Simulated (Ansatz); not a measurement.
Input and command of a plane-wave DFT calculation in Ansatz:

```yaml
crystal:
  lattice:
    - [0.0, 3.1303891258, 3.1303891258]
    - [3.1303891258, 0.0, 3.1303891258]
    - [3.1303891258, 3.1303891258, 0.0]
  atoms:
    - { symbol: Ti, position: [0.75, 0.75, 0.75], spin: 0.3 }
    - { symbol: Ti, position: [0.25, 0.25, 0.25], spin: 0.3 }
    - { symbol: Ti, position: [0.0, 0.0, 0.0], spin: 1.5 }
    - { symbol: Al, position: [0.5, 0.5, 0.5] }
basis:
  ecutwfc: 500
kpoints:
  mp_grid: { grid: [12, 12, 12] }
hamiltonian:
  xc: r2scan
scf:
  occupations: { method: gaussian, width: 0.1 }
output:
  forces: true
  stress: true
  eigenvalues: true
  populations: true
magnetization:
  spin_polarized: true
```

```bash
ansatz run input.yaml --threads 1 --pin off --max-ram 2560MiB --backend cpu --events-out ev --progress --plain --runs-dir out
```

Processor: AMD EPYC (Zen 3), 1 thread, on a host shared with other jobs.

Problem. Estimate time, memory and problem size.

Solution. About 2.4 min on 1 thread of AMD EPYC (Zen 3), on a shared host, peak memory 0.75 GiB. It solves 25 bands at 72 k points (the mesh reduced by symmetry) with about 1471 plane waves, in 15 SCF iterations.
